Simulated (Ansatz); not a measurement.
**W: work and stress of cleavage**

Method: DFT PBEsol, scalar-relativistic, plane waves, PAW (Ansatz). Settings: plane waves to 420 eV, k-mesh 24×24×5 (Γ-centred), Gaussian smearing 0.15 eV. Spin–orbit coupling is left out, which can shift energies with elements as heavy as these. No spin polarisation. Energies are free energies at this smearing, counted from the undisturbed cell; pressure is positive in compression.

Zero of the scan (relaxed at this level; this fcc form isn't the usual structure):

```
W
1.0
     1.99900   -1.99900    0.00000
     1.99900    0.00000   -1.99900
     7.99598    7.99598    7.99598
W
6
Direct
  0.66667 0.66667 0.08332
  0.00000 0.00000 0.91665
  0.33333 0.33333 0.24998
  0.66667 0.66667 0.58332
  0.00000 0.00000 0.41665
  0.33333 0.33333 0.74998
```

The cut lies on the cell's a–b face, a (1 1 1) plane (indices in the standard cell, whose axes needn't be the Cartesian ones shown) of area 6.92 Å², between layers 2.31 Å apart. Vector c is lengthened by d along the normal with the atoms' Cartesian places fixed: one unrelaxed cut a cell. The traction is positive where the two halves pull on each other.

```
d (Å) energy (J/m²) traction (GPa)
-0.30           0.65           -49.2
-0.15           0.15           -20.0
 0.00           0.00             0.0
 0.25           0.41            30.0
 0.50           1.33            41.1
 0.75           2.34            37.5
 1.00           3.18            30.1
 1.50           4.38            18.6
 2.00           5.10            10.7
 3.00           5.72             3.1
 4.50           5.90             0.2
 6.00           5.91             0.0
```

What are the work of separation and the cleavage stress, and do they fit the universal binding curve?

The energy levels off near W ≈ 5.91 J/m² (the traction is down to 0.0 GPa), the energy of the two unrelaxed faces, 2.96 J/m² each on average. The largest sampled traction is 41.1 GPa at d = 0.50 Å, and a parabola through it and its two neighbours peaks at σ_max ≈ 41.5 GPa, d ≈ 0.56 Å. The curve E = W[1 − (1 + d/ℓ)exp(−d/ℓ)] peaks in traction at d = ℓ with σ_max = W/(eℓ); with 1 J/m² per Å = 10 GPa this W and σ_max give ℓ = 0.52 Å. A parabola through that curve at the same three d peaks at 0.56 Å, against 0.56 Å here, a fair fit. Real crystals break at far lower stress, because cracks concentrate it, and on the plane of lowest W, which needn't be this one.

The cut is rigid; relaxing the faces lowers these energies and usually the stresses.

In a metal these slopes depend on the k mesh and the smearing.

Cost: 12 runs of about 16 core-minutes in all, on Arm Neoverse V1 (shared hosts).